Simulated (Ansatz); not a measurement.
**Does relaxation matter for the field gradients of HfO2 with an O vacancy?**

Start: a supercell of HfO2 (fluorite type, Fm-3m) built from a Materials Project structure (computed, not necessarily an observed phase), with all atoms left at the host's positions.

```xyz
23
Lattice="0.0000 5.0322 5.0322 5.0322 0.0000 5.0322 5.0322 5.0322 0.0000" Properties=species:S:1:pos:R:3 pbc="T T T"
Hf    0.0000    0.0000    0.0000
Hf    2.5161    2.5161    0.0000
Hf    2.5161    0.0000    2.5161
Hf    5.0322    2.5161    2.5161
Hf    0.0000    2.5161    2.5161
Hf    2.5161    5.0322    2.5161
Hf    2.5161    2.5161    5.0322
Hf    5.0322    5.0322    5.0322
O     6.2902    6.2902    3.7741
O     6.2902    3.7741    6.2902
O     8.8063    6.2902    6.2902
O     3.7741    6.2902    6.2902
O     6.2902    8.8063    6.2902
O     6.2902    6.2902    8.8063
O     8.8063    8.8063    8.8063
O     1.2580    1.2580    1.2580
O     3.7741    3.7741    1.2580
O     3.7741    1.2580    3.7741
O     6.2902    3.7741    3.7741
O     1.2580    3.7741    3.7741
O     3.7741    6.2902    3.7741
O     3.7741    3.7741    6.2902
O     6.2902    6.2902    6.2902
```

Atom numbers follow the list; atoms alike are taken as one site, whose name carries the number of the first.

All values are calculated (Ansatz; DFT, PBE, plane waves and PAW, scalar-relativistic, 420 eV cutoff, Γ-centred 3×3×3 k-points, Fermi–Dirac smearing 0.01 eV, cell charge +2), not measured.

The largest force at the start is 3.8 eV/Å. Relaxing the ions at fixed cell moves them by 0.228 Å at most (atom 19, O) and 0.125 Å rms. End positions:

```
CELL_PARAMETERS angstrom
0.00000 5.03216 5.03216
5.03216 0.00000 5.03216
5.03216 5.03216 0.00000
ATOMIC_POSITIONS crystal
Hf 0.00286 0.00286 0.00286
Hf 0.00286 0.00286 0.49143
Hf 0.00286 0.49143 0.00286
Hf 0.98416 0.50528 0.50528
Hf 0.49143 0.00286 0.00286
Hf 0.50528 0.98416 0.50528
Hf 0.50528 0.50528 0.98416
Hf 0.50528 0.50528 0.50528
O 0.37345 0.37345 0.87655
O 0.37345 0.87655 0.37345
O 0.37345 0.87655 0.87655
O 0.87655 0.37345 0.37345
O 0.87655 0.37345 0.87655
O 0.87655 0.87655 0.37345
O 0.87500 0.87500 0.87500
O 0.12500 0.12500 0.12500
O 0.14765 0.14765 0.60235
O 0.14765 0.60235 0.14765
O 0.14765 0.60235 0.60235
O 0.60235 0.14765 0.14765
O 0.60235 0.14765 0.60235
O 0.60235 0.60235 0.14765
O 0.62500 0.62500 0.62500
```

| site | atom | moved (Å) | first shell before | first shell after | V_zz before (10²¹ V/m²) | η before |
| --- | --- | --- | --- | --- | --- | --- |
| Hf1 | 1 | 0.050 | 8 O at 2.18 Å | 8 O at 2.13–2.33 Å | -2.27 | 0.00 |
| Hf4 | 4 | 0.092 | 7 O at 2.18 Å | 7 O at 2.09–2.16 Å | 35.8 | 0.00 |
| O9 | 9 | 0.016 | 4 Hf at 2.18 Å | 4 Hf at 2.15–2.16 Å | -0.18 | 0.08 |
| O17 | 17 | 0.228 | 4 Hf at 2.18 Å | 4 Hf at 2.10–2.33 Å | 4.92 | 0.09 |

**Question.** What are V_zz and η after the relaxation?

**Answer.** 

```
site  atom  V_zz after  η after  change of V_zz
 Hf1     1       -4.36     0.00           -2.09
 Hf4     4        20.6     0.00          -15.25
  O9     9       -2.05     0.43               –
 O17    17        3.65     0.04           -1.27
```

The largest change of V_zz along a kept axis is on Hf4, from 35.8 to 20.6. Small gradients that grow severalfold: O9 (-0.18 to -2.05). In per cent, |V_zz| changes by -43 to +92 on Hf, -26 on O (all sites that start above 0.5). On O9 the largest principal value lies along another axis in the second run, so the two V_zz can't be compared directly. Sites without a gradient aren't listed.

The defect repeats with the cell of 23 atoms, so it feels its images: sites between two images don't show the values beside a lone defect, and zeros or small values of η there can come from the images' arrangement. This high-symmetry form of HfO2 is unstable when cold, to shifts of the oxygen columns, towards the tetragonal form. The symmetry of the cell holds that distortion back, wholly or in part, and it would change the field gradients, the more the larger the distortion. A uniform background compensates the cell's charge. Without spin–orbit coupling the gradients at and beside Hf can be off by some per cent, at some sites by more.
Before: With a gap of 0.9 eV on this mesh, small gradients can still move by 0.1 × 10²¹ V/m² or more as the k-mesh gets denser. The cell keeps the host's lattice, where the PBE pressure is 12 GPa (in a charged cell this depends on the convention for the mean potential). The neighbours have not yet relaxed around the defect (largest force 3.8 eV/Å), so the values at and beside it are those of a strained start, not of the defect in a real crystal.
After: The cell keeps the host's lattice, where the PBE pressure is 15 GPa (in a charged cell this depends on the convention for the mean potential).
